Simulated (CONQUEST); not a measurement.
A self-consistent single point of Si2Ni (Fm-3m, 12 atoms in the cell; from Materials Project mp-2291, lattice scaled a little).

```
CELL_PARAMETERS angstrom
      5.41647     0.00000     0.00000
      0.00000     5.41647     0.00000
      0.00000     0.00000     5.41647
ATOMIC_POSITIONS crystal
  Si 0.25000 0.75000 0.75000
  Si 0.25000 0.25000 0.75000
  Si 0.25000 0.25000 0.25000
  Si 0.25000 0.75000 0.25000
  Si 0.75000 0.75000 0.25000
  Si 0.75000 0.25000 0.25000
  Si 0.75000 0.25000 0.75000
  Si 0.75000 0.75000 0.75000
  Ni 0.00000 0.00000 0.00000
  Ni 0.00000 0.50000 0.50000
  Ni 0.50000 0.00000 0.50000
  Ni 0.50000 0.50000 0.00000
```

Computed with PBEsol, numerical atomic orbitals double-zeta with polarisation (the shipped basis), PseudoDojo norm-conserving potentials made for PBEsol in CONQUEST.

CONQUEST settings:

```
setting                                            value
---------------------  ---------------------------------
basis                                                DZP
Diag.MPMeshX, Y, Z                                 3 3 3
potentials             PseudoDojo norm-conserving PBEsol
Grid.GridCutoff                                   140 Ha
DM.SolutionMethod                                 diagon
Diag.kT                                      0.003675 Ha
Diag.GammaCentred                                   true
minE.SCTolerance                                 1.0e-06
SC.MaxIters                                          100
SC.LinearMixingFactor                                0.3
SC.KerkerPreCondition                               true
SC.KerkerFactor                               0.1 1/bohr
AtomMove.TypeOfRun                                static
```

Results:

- Number of valence electrons: 104
- Number of bands: 180
- Number of k-points after the program's reduction: 14
- Size of the basis: 180
- Number of SCF iterations: 9
- FFT grid: 60 × 60 × 60
- Free energy E − TS: -19172.0009 eV
- Fermi level (on the code's own zero): -5.27 eV
- Pressure: 2.63 GPa

Stress (GPa, positive for compression):
```
2.63  0.00  0.00
0.00  2.63  0.00
0.00  0.00  2.63
```

For comparison: a first run (DFT, LDA (PW92), numerical atomic orbitals double-zeta with polarisation (the shipped basis), PseudoDojo norm-conserving potentials made for LDA) was changed to give this one (pseudopotentials: PseudoDojo norm-conserving LDA → PseudoDojo norm-conserving PBEsol), and from it to this one the pressure goes from -0.65 to 2.63 GPa.

The program uses no crystal symmetry, so grid and mesh can part values that symmetry would make equal. The atom-centred basis is finite, which shifts total energies and pressures against plane waves. The run has no spin polarisation, so moments on Ni cannot form. The structure comes from a collection of computed structures, made at another level of theory; the collection holds predicted forms beside known ones. Its lattice was then scaled. No clean gap shows at this smearing width and mesh (spacing up to 0.39 Å⁻¹); the mesh is coarse for partly filled bands, so the values carry mesh errors.

Cost on one core: about 80 core-seconds (a rough figure).
